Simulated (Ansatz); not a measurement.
A crystal relaxed with r2SCAN in Ansatz has space group R-3m:H (No. 166) and a = 4.715 Å, c = 23.291 Å.

| atom | site | x | y | z |
| --- | --- | --- | --- | --- |
| Cl | 3a | 0.0000 | 0.0000 | 0.0000 |
| Xx | 3b | 0.6667 | 0.3333 | 0.8333 |
| K | 6c | 0.3333 | 0.6667 | 0.9266 |

With r2SCAN the gap is 4.38 eV and direct, at Γ. With HSE06 the gap is 4.82 eV and direct, at Γ. With PBE the gap is 3.81 eV and direct, at Γ. Meshes: r2SCAN 6×6×6, HSE06 4×4×4, PBE 6×6×6.

**Question.** Which element is Xx?
A. F
B. I
C. H
D. Br

**Answer.** B. Xx is I: K₂ICl, ordered on the rocksalt lattice (R-3m) with 4 atoms a cell. Cl is surrounded by 6 K at 3.21 Å; I is surrounded by 6 K at 3.48 Å; K is surrounded by 3 Cl at 3.21 Å and 3 I at 3.48 Å.

(Calculated; spin-unpolarised; the phase may be known or hypothetical.)

No spin-orbit coupling is included; it can move band edges with weight on the heavy atoms by tenths of an eV.
